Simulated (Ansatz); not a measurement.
Computed with DFT PBE, scalar-relativistic, plane waves, PAW (Ansatz 0.2.0). Settings: cutoff 420 eV, Γ-centred meshes spaced at most about 0.3 Å⁻¹, and about 0.25 Å⁻¹ or finer for metals (2π included), Gaussian smearing. No spin polarisation in the final relaxations.

All energies are static (0 K, no zero-point motion).

Compare these two cells of ScInS₃, each relaxed at this level.

A. Space group R32 (No. 155), trigonal, a = 6.573 Å, c = 10.051 Å. Sc is surrounded by 3 S at 2.42 Å; around In lie 6 S at 2.68 Å; S has 1 Sc at 2.42 Å and 2 In at 2.68 Å.

B. Space group Immm (No. 71), orthorhombic, a = 4.558 Å, b = 8.084 Å, c = 11.750 Å. Sc is surrounded by 4 S at 2.67 Å; In is surrounded by 2 S at 2.28 Å and 2 S at 2.66 Å; S on a site of symmetry m2m has 1 In at 2.66 Å, 2 Sc at 2.67 Å, 1 S at 2.76 Å and 2 S at 3.50 Å; S on a site of symmetry mmm has 2 In at 2.28 Å and 4 S at 3.50 Å.

Question: Which is lower in energy, and by how much?

Answer: A is lower, by 0.36 eV/atom. A has space group R32 (No. 155), 25.1 Å³/atom and no gap on its mesh; B has space group Immm (No. 71), 43.3 Å³/atom and no gap. Counting S atoms around In and Sc (those within 1.25 times the shortest such distance or 1.15 times the sum of covalent radii; a plus sign parts nearer from farther groups), A has Sc 3, In 6 and B has Sc 4, In 2+2. Both come from invented guesses. A third cell relaxed alike, in Pm, lies 259 meV/atom below the lower of the two.

No dispersion correction is applied, so the spacing and binding between layers, chains or molecules are poorly described (Immm), and this can change margins and order among such cells. The zero gap of R32 may come from the functional, which often closes small gaps. Cells relaxed within their symmetry can be saddle points.
